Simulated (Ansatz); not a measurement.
An elastic constant from a strain scan in Ta2O5

Theory: DFT PBEsol, scalar-relativistic, plane waves, PAW in Ansatz. Settings: plane waves to 420 eV, k-mesh 8×8×8 (Γ-centred), Gaussian smearing 0.05 eV. Spin–orbit coupling is left out, which can shift energies with elements as heavy as these. No spin polarisation. Energies are free energies at this smearing, counted from the undisturbed cell; pressure is positive in compression.

Zero of the scan (relaxed at this level; it needn't be the usual structure):

```yaml
crystal:
  lattice:
    - [-2.62037, 2.62037, 4.79144]
    - [2.62037, -2.62037, 4.79144]
    - [2.62037, 2.62037, -4.79144]
  atoms:
    - { symbol: Ta, position: [0.19664, 0.19664, 0.00000] }
    - { symbol: Ta, position: [0.80336, 0.80336, 0.00000] }
    - { symbol: O, position: [0.00000, 0.00000, 0.00000] }
    - { symbol: O, position: [0.50000, 0.00000, 0.00000] }
    - { symbol: O, position: [0.00000, 0.50000, 0.00000] }
    - { symbol: O, position: [0.00000, 0.00000, 0.50000] }
    - { symbol: O, position: [0.50000, 0.50000, 0.50000] }
```

The cell is strained by ε times the Voigt pattern (1, 1, 0, 0, 0, 0) (xx, yy, zz, yz, xz, xy; engineering shear) with fractional coordinates fixed. The cell holds 7 atoms in V0 = 131.60 Å³. The stress column is τ = (1/V0) dE/dε, got from the stress tensor σ (compression positive) at each point as −det(1 + εP) σ : P(1 + εP)⁻¹, with P the pattern as a tensor.

| ε | ΔE (meV/atom) | τ (GPa) |
| --- | --- | --- |
| -0.1000 | 775.302 | -152.042 |
| -0.0750 | 404.552 | -102.260 |
| -0.0500 | 166.875 | -61.111 |
| -0.0250 | 38.731 | -27.393 |
| 0.0000 | 0.000 | 0.004 |
| 0.0250 | 33.525 | 22.061 |
| 0.0500 | 124.998 | 39.618 |
| 0.0750 | 262.225 | 53.371 |
| 0.0875 | 344.743 | 59.012 |
| 0.1000 | ? | ? |

Which combination of elastic constants does this scan measure, and how large is it?

For small ε, τ = τ0 + Kε with K = pᵀCp, which for this pattern is C11 + C22 + 2 C12 in the Cartesian frame shown. The parabola through τ at ε = -0.0250, 0 and 0.0250 has slope K = 989 GPa at zero. The energies per cell, E = NΔE, of the same two points give K = 2[E(ε₊)/ε₊ − E(ε₋)/ε₋]/[(ε₊ − ε₋)V0] = 985 GPa, in agreement. These are clamped-ion values.

Predict the withheld row at ε = 0.1000 from the harmonic law, and compare.

ΔE = V0(τ0 ε + Kε²/2)/N = 580.337 meV/atom and τ = 98.91 GPa. The calculation gives 434.975 meV/atom and 63.92 GPa: the energy lies 25 % below the harmonic value, as bonds soften when stretched.

Forces appear on the atoms along this scan, and letting them relax would lower the energy and soften the response.